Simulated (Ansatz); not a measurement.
Notes on Y₄GaCu

```
CELL_PARAMETERS angstrom
6.39564 0.21043 0.52049
-0.23706 6.78504 0.20191
-0.51324 0.98789 7.43883
ATOMIC_POSITIONS crystal
Cu 0.45697 0.97432 0.48181
Cu 0.68248 0.66678 0.53256
Ga 0.95127 0.28545 0.67419
Ga 0.34918 0.09946 0.76047
Y 0.20113 0.39635 0.31142
Y 0.26764 0.57813 0.67864
Y 0.43771 0.81086 0.14945
Y 0.86084 0.74725 0.86354
Y 0.70173 0.32473 0.36132
Y 0.04580 0.11335 0.03455
Y 0.01334 0.95356 0.46258
Y 0.60360 0.33393 0.94448
```

The numbers come from plane-wave PAW DFT (Ansatz): m-r2SCAN, no spin polarisation, 500 eV, 3×3×3 (shifted by 0, 0.5, 0 steps) k points, fermi-dirac occupations (width 0.1 eV). Nothing was relaxed.

(1) Describe some of the short contacts.

(2) Which atom feels the largest force, and which way?

(3) What happens at the Fermi level?

(4) Is the cell too large or too small?

Origin: a disordered cell, so it need not be a known compound. Caveats: many states at the Fermi level without spin polarisation, so a magnetic state may lie lower; the k mesh is coarse if the cell is a metal; m-r2SCAN is r2SCAN with a changed spin dependence that lowers moments.

Results:

(1) Cu–Ga at 2.48 Å: least valence density 0.33 e/Å³ and ELF 0.38 there. Cu–Cu at 2.52 Å: least valence density 0.29 e/Å³ and ELF 0.29 there. Ga–Y at 2.81 Å: least valence density 0.24 e/Å³ and ELF 0.28 there. These are pseudo-fields; inside the PAW spheres they differ from the all-electron ones.

(2) The largest is on Ga4: 1.40 eV/Å, components (-0.26, -0.76, -1.15). It makes 31° with the line to a nearest neighbour, Cu1 at 2.48 Å, pointing towards it.

(3) It is a metal on this mesh, though the bands barely overlap, with about 12 states/eV a cell as the mean within 0.25 eV of the Fermi level, mostly Y d (76 %).

(4) The pressure is 1.0 GPa (compression positive), so with the atoms held at these fractions the cell would first expand; the forces are large, so a full relaxation may end otherwise. The principal stresses -1.0, 1.1, 2.8 GPa differ, so its shape would change too.
